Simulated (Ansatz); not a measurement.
B2Ru in space group Pmmn (No. 59; B on 4e, Ru on 2a) under volume change, plane-wave PAW r²SCAN (Ansatz code), shape and atoms relaxed at each volume.

```json
[
 {"V (Å³/atom)": "8.156", "E − E(relaxed) (meV/atom)": "78.1", "P (GPa)": "33.65"},
 {"V (Å³/atom)": "8.425", "E − E(relaxed) (meV/atom)": "32.8", "P (GPa)": "20.63"},
 {"V (Å³/atom)": "8.694", "E − E(relaxed) (meV/atom)": "7.8", "P (GPa)": "9.51"},
 {"V (Å³/atom)": "8.963", "E − E(relaxed) (meV/atom)": "0.0", "P (GPa)": "0.01"},
 {"V (Å³/atom)": "9.232", "E − E(relaxed) (meV/atom)": "7.0", "P (GPa)": "-8.12"},
 {"V (Å³/atom)": "9.501", "E − E(relaxed) (meV/atom)": "26.6", "P (GPa)": "-15.03"},
 {"V (Å³/atom)": "9.769", "E − E(relaxed) (meV/atom)": "56.8", "P (GPa)": "-20.90"}
]
```

Q: What does a third-order Birch–Murnaghan fit give for V₀, B₀ and B′?

A: V₀ = 8.96 Å³/atom, B₀ = 292 GPa, B′ = 4.3.

The workflow started from an entry of the Crystallography Open Database (COD). Its standing as an ambient phase is unchecked. The r²SCAN relaxation kept the symmetry of its start; its stability against distortions is not shown here. The run is not spin-polarised.

Potentials: the later of the program's two PAW sets.
